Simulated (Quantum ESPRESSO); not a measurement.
# AsSiF3O3: one run as intended and one with a planted mistake

A calculation, not a measurement. The program is pw.x of Quantum ESPRESSO 7.5 (plane-wave density functional theory). The cell is made up: 8 atoms on a quartz lattice with one site empty, with randomly drawn elements, strain and displacements, not relaxed. PseudoDojo standard norm-conserving files (v0.5 for PBE, v0.4.1 for LDA and PBEsol) set the functional; there is no spin polarisation, spin-orbit coupling or dispersion term, and the masses in the input are unused placeholders.

Intended input:

```
&control calculation='scf', pseudo_dir='./dojo.nc.sr.pbe.v0_5.standard.upf', outdir='./o', disk_io='low', tprnfor=.true., tstress=.true. /
&system ibrav=0, nat=8, ntyp=4, nbnd=35, ecutwfc=84.00895049, nosym=.true., tot_charge=0,
 occupations='smearing', smearing='fd', degauss=0.0018374661
/
&electrons conv_thr=7.350e-09, electron_maxstep=60, /
ATOMIC_SPECIES
As 1.0 As.upf
F 1.0 F.upf
O 1.0 O.upf
Si 1.0 Si.upf
CELL_PARAMETERS angstrom
4.9976 0.0 0.0
-2.4988 4.3281 0.0
0.0 0.0 5.4855
ATOMIC_POSITIONS angstrom
As -1.1474 2.1468 1.765
Si 1.3041 2.3422 0.0229
F 1.4733 1.2165 4.3157
F 3.3198 0.6755 2.5297
O 2.7586 2.5738 0.7089
F 0.2537 1.8203 1.1252
O -1.1109 3.1438 3.0275
O 0.8613 3.7618 4.8598
K_POINTS automatic
5 5 4 1 1 1
```

The log is shortened where brackets say so; the opening notice, blank lines, dates and the lines on written files are dropped, and the path of the files is cut. It prints rydbergs, bohrs and kilobars, and counts compression as positive stress. Where no state is partly filled, the Fermi energy that it prints is only some level between the filled and the empty states on the mesh, and need not lie in the true gap.

Log of the intended run:

```
     Program PWSCF v.7.5
     Parallel version (MPI & OpenMP), running on       4 processor cores
     Number of MPI processes:                 4
     Threads/MPI process:                     1
     [start-up lines left out]
     bravais-lattice index     =            0
     lattice parameter (alat)  =       9.4441  a.u.
     unit-cell volume          =     800.7033 (a.u.)^3
     number of atoms/cell      =            8
     number of atomic types    =            4
     number of electrons       =        58.00
     number of Kohn-Sham states=           35
     kinetic-energy cutoff     =      84.0090  Ry
     charge density cutoff     =     336.0358  Ry
     scf convergence threshold =      7.3E-09
     mixing beta               =       0.7000
     number of iterations used =            8  plain     mixing
     Exchange-correlation= PBE
                           (   1   4   3   4   0   0   0)
     [axes and pseudopotential details left out]
   Cartesian axes
     site n.     atom                  positions (alat units)
         1        As     tau(   1) = (  -0.2295902   0.4295662   0.3531695  )
         2        Si     tau(   2) = (   0.2609453   0.4686650   0.0045822  )
         3        F      tau(   3) = (   0.2948015   0.2434168   0.8635545  )
         4        F      tau(   4) = (   0.6642789   0.1351649   0.5061830  )
         5        O      tau(   5) = (   0.5519850   0.5150072   0.1418481  )
         6        F      tau(   6) = (   0.0507644   0.3642348   0.2251481  )
         7        O      tau(   7) = (  -0.2222867   0.6290619   0.6057908  )
         8        O      tau(   8) = (   0.1723427   0.7527213   0.9724268  )
     number of k points=    50  Fermi-Dirac smearing, width (Ry)=  0.0018
                       cart. coord. in units 2pi/alat
        k(    1) = (   0.1000000   0.1732030   0.1138821), wk =   0.0400000
        k(    2) = (   0.1000000   0.1732030   0.3416462), wk =   0.0400000
     [further k points left out]
     Dense  grid:    83317 G-vectors     FFT dimensions: (  60,  60,  64)
     Estimated max dynamical RAM per process >     182.45 MB
     Estimated total dynamical RAM >     668.79 MB
     Initial potential from superposition of free atoms
     starting charge      57.9991, renormalised to      58.0000
     Starting wfcs are   37 randomized atomic wfcs
     total cpu time spent up to now is        4.0 secs
     per-process dynamical memory:   140.9 Mb
     Self-consistent Calculation
     iteration #  1     ecut=    84.01 Ry     beta= 0.70
     Davidson diagonalization with overlap
     ethr =  1.00E-02,  avg # of iterations =  3.0
     total cpu time spent up to now is       12.8 secs
     total energy              =    -466.28553239 Ry
     estimated scf accuracy    <       2.51718667 Ry
     iteration #  2     ecut=    84.01 Ry     beta= 0.70
     Davidson diagonalization with overlap
     ethr =  4.34E-03,  avg # of iterations =  3.0
     total cpu time spent up to now is       19.1 secs
     total energy              =    -465.44391613 Ry
     estimated scf accuracy    <       9.89891670 Ry
     [iterations 3 to 11 left out]
     iteration # 12     ecut=    84.01 Ry     beta= 0.70
     Davidson diagonalization with overlap
     ethr =  9.84E-11,  avg # of iterations =  3.8
     total cpu time spent up to now is       96.5 secs
     total energy              =    -467.50256663 Ry
     estimated scf accuracy    <       0.00000002 Ry
     iteration # 13     ecut=    84.01 Ry     beta= 0.70
     Davidson diagonalization with overlap
     ethr =  3.93E-11,  avg # of iterations =  2.0
     total cpu time spent up to now is      102.2 secs
     End of self-consistent calculation
     [lines on levels left out]
     the Fermi energy is     3.7604 ev
!    total energy              =    -467.50256664 Ry
     estimated scf accuracy    <          8.0E-10 Ry
     smearing contrib. (-TS)   =      -0.00000000 Ry
     internal energy E=F+TS    =    -467.50256664 Ry
     The total energy is F=E-TS. E is the sum of the following terms:
     one-electron contribution =    -338.37670067 Ry
     hartree contribution      =     194.54867000 Ry
     xc contribution           =    -109.24555148 Ry
     ewald contribution        =    -214.42898449 Ry
     convergence has been achieved in  13 iterations
     Forces acting on atoms (cartesian axes, Ry/au):
     atom    1 type  1   force =    -0.28492196    0.03633990    0.42221513
     atom    2 type  4   force =     0.08549775    0.17981094   -0.35321638
     atom    3 type  2   force =    -0.03049407    0.03323064    0.09079451
     atom    4 type  2   force =     0.02774833   -0.01024338   -0.05595642
     atom    5 type  3   force =    -0.10019160    0.01881782   -0.13462669
     atom    6 type  2   force =     0.25780062   -0.17113262   -0.06182065
     atom    7 type  3   force =     0.02790767    0.01708618   -0.01670376
     atom    8 type  3   force =     0.01665327   -0.10390949    0.10931425
     Total force =     0.769360     Total SCF correction =     0.000065
     Computing stress (Cartesian axis) and pressure
          total   stress  (Ry/bohr**3)                   (kbar)     P=      140.04
   0.00214363  -0.00021535  -0.00020434          315.34      -31.68      -30.06
  -0.00021535  -0.00003082  -0.00004856          -31.68       -4.53       -7.14
  -0.00020434  -0.00004856   0.00074316          -30.06       -7.14      109.32
     init_run     :      3.66s CPU      3.89s WALL (       1 calls)
     electrons    :     97.05s CPU     98.26s WALL (       1 calls)
     forces       :      1.00s CPU      1.05s WALL (       1 calls)
     stress       :      3.29s CPU      3.29s WALL (       1 calls)
     [timing details left out]
     PWSCF        :   1m45.11s CPU   1m46.68s WALL
     JOB DONE.
```

A second run has one planted mistake: two atoms have their elements exchanged. The input lines that differ, file-writing options aside:

```
- F 1.4733 1.2165 4.3157
+ O 1.4733 1.2165 4.3157
- O 2.7586 2.5738 0.7089
+ F 2.7586 2.5738 0.7089
```

Its log:

```
     Program PWSCF v.7.5
     Parallel version (MPI & OpenMP), running on       4 processor cores
     Number of MPI processes:                 4
     Threads/MPI process:                     1
     [start-up lines left out]
     bravais-lattice index     =            0
     lattice parameter (alat)  =       9.4441  a.u.
     unit-cell volume          =     800.7033 (a.u.)^3
     number of atoms/cell      =            8
     number of atomic types    =            4
     number of electrons       =        58.00
     number of Kohn-Sham states=           35
     kinetic-energy cutoff     =      84.0090  Ry
     charge density cutoff     =     336.0358  Ry
     scf convergence threshold =      7.3E-09
     mixing beta               =       0.7000
     number of iterations used =            8  plain     mixing
     Exchange-correlation= PBE
                           (   1   4   3   4   0   0   0)
     [axes and pseudopotential details left out]
   Cartesian axes
     site n.     atom                  positions (alat units)
         1        As     tau(   1) = (  -0.2295902   0.4295662   0.3531695  )
         2        Si     tau(   2) = (   0.2609453   0.4686650   0.0045822  )
         3        O      tau(   3) = (   0.2948015   0.2434168   0.8635545  )
         4        F      tau(   4) = (   0.6642789   0.1351649   0.5061830  )
         5        F      tau(   5) = (   0.5519850   0.5150072   0.1418481  )
         6        F      tau(   6) = (   0.0507644   0.3642348   0.2251481  )
         7        O      tau(   7) = (  -0.2222867   0.6290619   0.6057908  )
         8        O      tau(   8) = (   0.1723427   0.7527213   0.9724268  )
     number of k points=    50  Fermi-Dirac smearing, width (Ry)=  0.0018
                       cart. coord. in units 2pi/alat
        k(    1) = (   0.1000000   0.1732030   0.1138821), wk =   0.0400000
        k(    2) = (   0.1000000   0.1732030   0.3416462), wk =   0.0400000
     [further k points left out]
     Dense  grid:    83317 G-vectors     FFT dimensions: (  60,  60,  64)
     Estimated max dynamical RAM per process >     182.45 MB
     Estimated total dynamical RAM >     668.79 MB
     Initial potential from superposition of free atoms
     starting charge      57.9991, renormalised to      58.0000
     Starting wfcs are   37 randomized atomic wfcs
     total cpu time spent up to now is        5.5 secs
     per-process dynamical memory:   138.7 Mb
     Self-consistent Calculation
     iteration #  1     ecut=    84.01 Ry     beta= 0.70
     Davidson diagonalization with overlap
     ethr =  1.00E-02,  avg # of iterations =  3.0
     total cpu time spent up to now is       13.4 secs
     total energy              =    -465.36816902 Ry
     estimated scf accuracy    <       3.36234639 Ry
     iteration #  2     ecut=    84.01 Ry     beta= 0.70
     Davidson diagonalization with overlap
     ethr =  5.80E-03,  avg # of iterations =  4.5
     total cpu time spent up to now is       21.3 secs
     total energy              =    -463.03726995 Ry
     estimated scf accuracy    <      24.25795643 Ry
     [iterations 3 to 12 left out]
     iteration # 13     ecut=    84.01 Ry     beta= 0.70
     Davidson diagonalization with overlap
     ethr =  1.49E-08,  avg # of iterations =  1.0
     total cpu time spent up to now is       88.2 secs
     total energy              =    -467.09976702 Ry
     estimated scf accuracy    <       0.00000014 Ry
     iteration # 14     ecut=    84.01 Ry     beta= 0.70
     Davidson diagonalization with overlap
     ethr =  2.49E-10,  avg # of iterations =  3.3
     total cpu time spent up to now is       94.2 secs
     End of self-consistent calculation
     [lines on levels left out]
     the Fermi energy is     3.8942 ev
!    total energy              =    -467.09976703 Ry
     estimated scf accuracy    <          4.1E-09 Ry
     smearing contrib. (-TS)   =      -0.00056224 Ry
     internal energy E=F+TS    =    -467.09920480 Ry
     The total energy is F=E-TS. E is the sum of the following terms:
     one-electron contribution =    -344.60937348 Ry
     hartree contribution      =     196.91863069 Ry
     xc contribution           =    -109.08012685 Ry
     ewald contribution        =    -210.32833516 Ry
     convergence has been achieved in  14 iterations
     Forces acting on atoms (cartesian axes, Ry/au):
     atom    1 type  1   force =    -0.10741156   -0.03178060    0.55997217
     atom    2 type  4   force =    -0.05072981    0.04685261   -0.49510302
     atom    3 type  3   force =    -0.02086471    0.06390115    0.12901758
     atom    4 type  2   force =     0.01155082   -0.01578613   -0.05552579
     atom    5 type  2   force =    -0.13645586    0.12062869   -0.19483021
     atom    6 type  2   force =     0.27394849   -0.16146112   -0.04158390
     atom    7 type  3   force =     0.00551461    0.03176272   -0.02715008
     atom    8 type  3   force =     0.02444803   -0.05411731    0.12520325
     Total force =     0.891963     Total SCF correction =     0.000118
     Computing stress (Cartesian axis) and pressure
          total   stress  (Ry/bohr**3)                   (kbar)     P=      211.50
   0.00321981  -0.00033408   0.00013594          473.65      -49.14       20.00
  -0.00033408   0.00020222  -0.00021207          -49.14       29.75      -31.20
   0.00013594  -0.00021207   0.00089115           20.00      -31.20      131.09
     init_run     :      4.19s CPU      4.44s WALL (       1 calls)
     electrons    :     87.93s CPU     88.73s WALL (       1 calls)
     forces       :      1.17s CPU      1.18s WALL (       1 calls)
     stress       :      3.82s CPU      3.82s WALL (       1 calls)
     [timing details left out]
     PWSCF        :   1m38.20s CPU   1m39.31s WALL
     JOB DONE.
```

|  | intended run | run with the mistake |
| --- | --- | --- |
| free energy (eV) | -6360.696 | -6355.216 |
| smearing term -TS (eV) | 0.0000 | -0.0076 |
| pressure (GPa) | 14.00 | 21.15 |
| largest force component (eV/Å) | 10.856 | 14.397 |
| largest change of a force component (eV/Å) |  | 4.564 |
| iterations | 13 | 14 |

For scale, a rerun of the intended cell at a cutoff of 1437 eV and k mesh 7 x 7 x 6 moved values by no more than 0.004 eV in energy, 0.02 GPa in stress and 0.003 eV/Å in force.